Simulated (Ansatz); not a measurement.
Relaxed-ion elastic tensor of Te (trigonal Se type, P3_121) in GPa (Voigt order), DFT-r²SCAN in the program Ansatz with PAW potentials; density 5.81 g/cm³, 36.45 Å³ per atom.

```csv
,1,2,3,4,5,6
1,19.9,5.3,16.4,8.1,0.0,0.0
2,5.3,19.9,16.4,-8.1,0.0,0.0
3,16.4,16.4,59.3,0.0,0.0,0.0
4,8.1,-8.1,0.0,23.0,0.0,0.0
5,0.0,0.0,0.0,0.0,23.0,8.1
6,0.0,0.0,0.0,0.0,8.1,7.3
```

Is the crystal mechanically stable?

Yes: the smallest eigenvalue of C is 3.9 GPa.

Work out the Voigt, Reuss and Hill averages.

K_V = 19.5, K_R = 12.2, K_H = 15.9; G_V = 14.7, G_R = 7.0, G_H = 10.9 GPa.

Give Young's modulus, Poisson's ratio, Pugh's ratio and the universal anisotropy index.

E = 9KG/(3K + G) = 26.5 GPa; ν = 0.22; K/G = 1.46 (brittle by the Pugh limit of 1.75); A_U = 5G_V/G_R + K_V/K_R − 6 = 6.11.

Estimate the sound speeds and the Debye temperature.

v_l = √((K + 4G/3)/ρ) = 2280 m/s, v_t = √(G/ρ) = 1370 m/s, mean 1510 m/s; Θ = (h/k)(3n/4πV)^(1/3) v_m = 136 K.

Solve the Christoffel equation for the three sound speeds along x, y, z.

Eigenvalues of C_ijkl n_j n_l equal ρv² (piezoelectric stiffening left out). In km/s, slowest first: x 0.82, 1.85, 2.13; y 1.12, 1.51, 2.26; z 1.99, 1.99, 3.19.

How much does each axis shrink under pressure?

Linear compressibilities β_i = Σ_j S_ij (j = 1 to 3): x 45, y 45, z -7.9 per TPa.

The cell was relaxed with r²SCAN under the symmetry of its start. A crystal of weakly bound chains computed without a dispersion correction: the cell and the soft elastic constants depend strongly on that. Spin–orbit coupling is left out wherever it is not named.

Potentials: the later of the program's two PAW sets.
